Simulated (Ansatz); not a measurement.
An ordered 6-atom cell of Al2BN3 on the zincblende lattice (I-4m2) was put through Ansatz (plane waves). The starting cell comes from a relaxation with PBE.

Structure:
```cif
data_structure
_symmetry_space_group_name_H-M 'P 1'
_symmetry_Int_Tables_number 1
_cell_length_a 6.7036
_cell_length_b 6.7036
_cell_length_c 6.7036
_cell_angle_alpha 154.944
_cell_angle_beta 154.944
_cell_angle_gamma 35.729
_cell_volume 53.96
loop_
_atom_site_label
_atom_site_type_symbol
_atom_site_fract_x
_atom_site_fract_y
_atom_site_fract_z
_atom_site_occupancy
B1 B 0.00000 0.00000 0.00000 1
N1 N 0.43294 0.93294 0.50000 1
Al1 Al 0.34119 0.34119 0.00000 1
N2 N 0.75000 0.25000 0.50000 1
Al2 Al 0.65881 0.65881 0.00000 1
N3 N 0.06706 0.56706 0.50000 1
```

The output, standing remarks left out:
```
Pseudopotential: B, paw, valence charge 3, recommended cutoff 500 eV
Pseudopotential: N, paw, valence charge 5, recommended cutoff 500 eV
Pseudopotential: Al, paw, valence charge 3, recommended cutoff 500 eV
Crystal: 6 atoms, lattice volume = 53.964 Å³
Basis set: ecut = 500 eV, 1395 PW (Γ), FFT grids on a1+a3, a2+a3, a3
Bands: 18, of which v1, the nominal top of the filled ones, is band 12 counted from 1 (11 counted from 0)
Symmetry: 8 space group operations
Space group: I-4m2 (ITA 119)
k-points: 163 of 1728 (time reversal used)
preconditioner: auto → none  [insulator: Δε(μ)=3.647 eV  σ=0.020 eV  ℏωp=24.8 eV]
SCF 1 converged in 7 iterations: F = -2399.175747 eV  dr2 = 2.12e-8
relax step 1: F+E_penalty+E_count = -2399.17574744 eV  max|allowed force component| = 2.504e-1 eV/Å  Δτ_max = 0.0000 Å  P = -4.613 GPa  Ω = 53.964 Å³
SCF 2 converged in 5 iterations: F = -2399.188481 eV  dr2 = 2.89e-7
relax step 2: F+E_penalty+E_count = -2399.18848053 eV  max|allowed force component| = 1.330e-1 eV/Å  Δτ_max = 0.0032 Å  P = -2.228 GPa  Ω = 53.438 Å³
SCF 3 converged in 5 iterations: F = -2399.192427 eV  dr2 = 2.62e-7
relax step 3: F+E_penalty+E_count = -2399.19242669 eV  max|allowed force component| = 1.785e-3 eV/Å  Δτ_max = 0.0035 Å  P = +0.073 GPa  Ω = 52.957 Å³
SCF 4 converged in 4 iterations: F = -2399.192427 eV  dr2 = 8.99e-9
relax step 4: F+E_penalty+E_count = -2399.19242657 eV  max|allowed force component| = 9.666e-4 eV/Å  Δτ_max = 0.0001 Å  P = +0.001 GPa  Ω = 52.973 Å³
SCF 5 converged in 4 iterations: F = -2399.192141 eV  dr2 = 5.60e-11
relax step 5: F+E_penalty+E_count = -2399.19214114 eV  max|allowed force component| = 9.079e-4 eV/Å  Δτ_max = 0.0000 Å  P = +0.004 GPa  Ω = 52.973 Å³  (SCF on a basis re-selected at this cell)
Free energy (F): -2399.192141 eV
Fermi energy:    9.939534 eV
--- Per-component energies (eV) ---
  E_band       = 43.154179
  E_kinetic    = 502.685094
  E_local      = -661.360758
  E_nonlocal   = 164.947469
  E_hartree    = 225.904171
  E_xc         = -288.949310
  E_vxc        = -364.469497
  E_paw        = -1414.478294
  E_vpaw       = -70.195115
  E_vtau       = 19.738672
  E_ewald      = -927.713213
  E_core_change = -0.227352
--- Forces (eV/Å), atoms counted from 1 ---
  atom   1  B       0.00000      0.00000      0.00000
  atom   2  N       0.00000      0.00000    -0.00091
  atom   3  Al      0.00000      0.00000      0.00041
  atom   4  N       0.00000      0.00000      0.00000
  atom   5  Al      0.00000      0.00000    -0.00041
  atom   6  N       0.00000      0.00000      0.00091
--- Stress (GPa, compression-positive) ---
        0.007200       0.000000       0.000000
        0.000000       0.007200       0.000000
        0.000000       0.000000      -0.001523
  P = ⅓ Tr σ = 0.0043 GPa (0.043 kbar)
--- Relaxed structure (4 steps of the walk, 4 accepted, 1 SCFs on fresh bases) ---
  F+E_penalty+E_count = -2399.19214114 eV   max|allowed force component| = 9.079e-4 eV/Å
  cell:  # Å, volume = 52.9730 Å³
    - [-1.446280, 1.446280, 6.331251]
    - [1.446280, -1.446280, 6.331251]
    - [1.446280, 1.446280, -6.331251]
  atoms:
    - { symbol: B, position: [0.000000, 0.000000, 0.000000] }
    - { symbol: N, position: [0.432412, 0.932412, 0.500000] }
    - { symbol: Al, position: [0.341027, 0.341027, 0.000000] }
    - { symbol: N, position: [0.750000, 0.250000, 0.500000] }
    - { symbol: Al, position: [0.658973, 0.658973, 0.000000] }
    - { symbol: N, position: [0.067588, 0.567588, 0.500000] }
```

Question: Write the input file that gave this output.

Answer:
```yaml
crystal:
  # lattice and atoms as above
kpoints:
  mp_grid: { grid: [12, 12, 12] }
hamiltonian:
  xc: r2scan
scf:
  occupations: { method: fermi_dirac, width: 0.02 }
relax:
  f_tol: 0.005
  cell: {}
```
The term E_vtau belongs to a meta-GGA, which reads the kinetic-energy density. The relax steps with a changing cell volume need the relax block with cell. The lines shown narrow the functional down without fixing it; this is the one that was run. Not every key shows in the log; this is the file that was used, less any keys that only write grids.

Command: `ansatz run input.yaml --threads 4 --pin off --max-ram 6451MiB --backend cpu --events-out ev --progress --plain --runs-dir out`.

Question: It ran on 4 threads of Arm Neoverse V1, with other jobs on the host, load about 0.6 per core. About how long did it take, and how much host memory at the peak?

Answer: About 40 s, with a peak of 0.53 GiB.

The structure was generated, not taken from experiment, and needn't be the ground state; spin polarisation is off.
